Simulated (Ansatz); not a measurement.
The cell comes from COD entry 2106431, which wasn't checked; take it as a given geometry.

An input for O: DFT, PBEsol, all-electron LAPW, scalar-relativistic (Ansatz 0.2.0).

Command: `ansatz run input.yaml --threads 1 --pin off --max-ram 3072MiB --backend cpu --events-out ev --progress --plain --runs-dir out` The run took 61 s on 1 thread of Intel(R) Xeon(R) Platinum 8488C (Sapphire Rapids), on a shared host, peak memory 0.68 GiB.

```yaml
crystal:
  lattice:
    - [1.4233490221, 0.821770941, 3.4083]
    - [-1.4233490221, 0.821770941, 3.4083]
    - [0.0, -1.6435418821, 3.4083]
  atoms:
    - { symbol: O, position: [0.0577, 0.0577, 0.0577] }
    - { symbol: O, position: [0.9423, 0.9423, 0.9423] }
kpoints:
  mp_grid: { grid: [10, 10, 10] }
  band_path:
    path:
      - [0.0, 0.0, 0.0]
      - [0.5, 0.5, 0.5]
      - [0.7945777149, 0.2054222851, 0.5]
      - [0.5, -0.2054222851, 0.2054222851]
      - [0.5, 0.0, 0.0]
      - [0.0, 0.0, 0.0]
      - [0.3527111426, -0.3527111426, 0.0]
      - [0.6472888574, 0.0, 0.3527111426]
      - [0.5, 0.0, 0.5]
    npoints: 14
scf:
  occupations: { method: fermi_dirac, width: 0.02 }
hamiltonian:
  xc: pbesol
  pseudopotentials: { kind: all_electron, lapw: { basis_error: 0.0005 } }
output:
  forces: true
  stress: true
  eigenvalues: true
  populations: true
  dos: { projected: true, de: 0.2, e_range: [-14, 8] }
```

Set-up and iterations as logged by Ansatz (the results part is left out, to be predicted):

```
O: projections on atomic orbitals take those of the free atom 1s2 2s2 2p4, of charge +0.00 (hamiltonian.pseudopotentials.projection_atoms)
LAPW: plane waves up to 16.243 Å⁻¹, error target 5.0e-4 eV per atom; small_component_spin mean_spin; O in spheres of 0.590 Å, 8 of its electrons in bands, Dirac shells []
Engine: ansatz 0.2.0
Pseudopotentials: kind: all_electron
Pseudopotential: O, LAPW, valence charge 8, Koelling and Harmon's equation, gaussian nucleus
Functional definition: PBEsol
  exchange = pbesol_x
  correlation = pbesol_c
Crystal: 2 atoms, lattice volume = 23.919 Å³
Basis set: ecut = 1005.2167711589618 eV, 1739 PW (Γ), FFT grids on a1−a3, a2−a3, a3, exchange–correlation at level 2
Bands: 12, of which v1, the nominal top of the filled ones, is band 8 counted from 1 (7 counted from 0)
Symmetry: 12 space group operations
Space group: R-3m (ITA 166), of the structure as read, at distance tolerance 2.9e-5 Å
k-points: 116 of 1000
Non-local potential: O, projectors of the file, none
Initial density: superposition of atomic densities (chi_scale 0.1, normalization cell)
Initial wavefunctions: plane waves of lowest kinetic energy (no species holds an atomic orbital)
Functional: x = pbesol(κ = 0.804, μ = 0.12345679012345678), c = pbesol(β = 0.046)
iter 1 solved again at ethr=2.84e-3 eV; its pass at ethr=1.00e-1 eV (dr2=4.54e-1 eV) is discarded
SCF iter   1: F=—  HF=-4078.325651 eV  |F-HF|=—  |Δ(HF+E_count)|=         —  Δρ=5.83e-2  dr2=4.50e-1  ethr=2.84e-3  ⟨swp⟩=2.1  Hψ=8920  notcnv=0
SCF iter   2: F=—  HF=-4078.113271 eV  |F-HF|=—  |Δ(HF+E_count)|=   2.12e-1  Δρ=2.58e-2  dr2=6.08e-2  ethr=2.81e-3  ⟨swp⟩=3.0  Hψ=4640  notcnv=0
iter 3 solved again at ethr=1.24e-5 eV; its pass at ethr=3.80e-4 eV (dr2=1.99e-3 eV) is discarded
SCF iter   3: F=—  HF=-4078.092936 eV  |F-HF|=—  |Δ(HF+E_count)|=   2.03e-2  Δρ=5.04e-3  dr2=1.99e-3  ethr=1.24e-5  ⟨swp⟩=2.0  Hψ=7429  notcnv=0
SCF iter   4: F=—  HF=-4078.093317 eV  |F-HF|=—  |Δ(HF+E_count)|=         —  Δρ=9.03e-4  dr2=7.15e-5  ethr=1.24e-5  ⟨swp⟩=3.0  Hψ=4073  notcnv=0
the basis was enlarged: its passes take 64.5 KiB over the memory plan, 1 of 1 planned eigensolver slots
SCF iter   5: F=—  HF=-4078.093340 eV  |F-HF|=—  |Δ(HF+E_count)|=   2.32e-5  Δρ=1.02e-4  dr2=1.10e-6  ethr=4.47e-7  ⟨swp⟩=3.0  Hψ=3626  notcnv=0
SCF iter   6: F=-4078.093341 eV  HF=-4078.093341 eV  |F-HF|=6.09e-9  |Δ(HF+E_count)|=   8.76e-7  Δρ=1.28e-5  dr2=2.57e-8  ethr=6.86e-9  ⟨swp⟩=3.0  Hψ=3482  notcnv=0
```

Solid oxygen carries moments on its molecules; these runs leave spin out.

(1) What pressure will this run report?

(2) How large will the largest force be?

(3) Is there a band gap?

Results:

(1) 1.83 GPa (positive in compression).

(2) 2.239 eV/Å.

(3) none: bands cross the Fermi level, a metal.
